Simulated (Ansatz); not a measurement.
C:
Space group Fd-3m, origin choice 1 (No. 227); a = 3.554 Å, b = 3.554 Å, c = 3.554 Å, α = 90.00°, β = 90.00°, γ = 90.00°

| atom | site | symmetry | x | y | z |
|---|---|---|---|---|---|
| C | 8a | -43m | 0.0000 | 0.0000 | 0.0000 |
(The calculation used a cell of 2 atoms; values per cell refer to that cell.)

Relaxed with PBEsol. DFT-PBEsol in the program Ansatz with PAW potentials gives a gap of 4.03 eV.

Problem. What gap does HSE06 give on the same cell (Ansatz, PAW)?

Solution. 5.31 eV, 1.28 eV more. The hybrid was solved on a coarser mesh and at special points; the gap given is the minimum over both.

| k | v1 PBEsol | c1 PBEsol | v1 HSE06 | c1 HSE06 |
|---|---|---|---|---|
| Γ | 0.00 | 5.57 | ___ | ___ |
| X | -6.41 | 4.63 | ___ | ___ |
| L | -2.85 | 8.43 | -3.10 | 10.08 |
| K | -5.46 | 5.56 | ___ | ___ |

Problem. Top valence (v1) and lowest conduction level (c1) in eV from each method's valence maximum (which need not be a listed point): supply the withheld HSE06 values.

Solution. 
- Γ, v1 HSE06: 0.00
- Γ, c1 HSE06: 7.01
- X, v1 HSE06: -6.95
- X, c1 HSE06: 5.94
- K, v1 HSE06: -5.92
- K, c1 HSE06: 6.93

Cost on shared cores: the PBEsol run (SCF on a 13×13×13 mesh, then bands and DOS) about 7 core-seconds (a rough figure), the HSE06 run (SCF on 10×10×10, then a few points) around 80 core-seconds (rough); the tasks are unlike.

The PBEsol relaxation kept the symmetry of its start.

Potentials: the earlier of the program's two PAW sets. The files were generated under PBE; for other functionals the program regenerates the frozen cores, and for LDA and PBEsol the local potential too.
